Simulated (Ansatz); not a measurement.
Given:

Si₃N₄:
```cif
data_N8Si6
_chemical_formula_sum 'Si6 N8'
_space_group_name_H-M_alt 'P 1'
_space_group_IT_number 1
_cell_length_a 7.62452
_cell_length_b 7.62452
_cell_length_c 2.91042
_cell_angle_alpha 90.000
_cell_angle_beta 90.000
_cell_angle_gamma 120.000
loop_
_space_group_symop_operation_xyz
  'x, y, z'
loop_
_atom_site_label
_atom_site_type_symbol
_atom_site_fract_x
_atom_site_fract_y
_atom_site_fract_z
_atom_site_occupancy
Si1 Si 0.23245 0.82607 0.75000 1
Si2 Si 0.76755 0.17393 0.25000 1
Si3 Si 0.40638 0.23245 0.25000 1
Si4 Si 0.59362 0.76755 0.75000 1
Si5 Si 0.17393 0.40638 0.75000 1
Si6 Si 0.82607 0.59362 0.25000 1
N1 N 0.33333 0.66667 0.75000 1
N2 N 0.66667 0.33333 0.25000 1
N3 N 0.97039 0.67000 0.75000 1
N4 N 0.02961 0.33000 0.25000 1
N5 N 0.30039 0.97039 0.25000 1
N6 N 0.69961 0.02961 0.75000 1
N7 N 0.33000 0.30039 0.75000 1
N8 N 0.67000 0.69961 0.25000 1
```

This is the PBEsol-relaxed structure.

Question: All from DFT-PBEsol in the program Ansatz with PAW potentials, unless another level is named. Give the formation energy from the elements (no fitted shifts).

Answer: -117 kJ/mol of atoms.

Question: Predict the electron effective mass.

Answer: 0.22, 1.4, 1.4 mₑ (principal values).

Question: Predict the conduction-band minimum.

Answer: at Γ.

Question: What about the valence-band maximum?

Answer: on the Γ–A line, 33 % of the way from Γ.

Space group P6_3/m. Symmetry was held in the PBEsol relaxation. The references are the lowest solids computed at this level, not always the standard phases (solids in place of the gases).

Potentials: the earlier of the program's two PAW sets. The files were generated under PBE; for other functionals the program regenerates the frozen cores, and for LDA and PBEsol the local potential too.

Edges and masses are those of Kohn–Sham bands, whose gap is no quasiparticle gap.
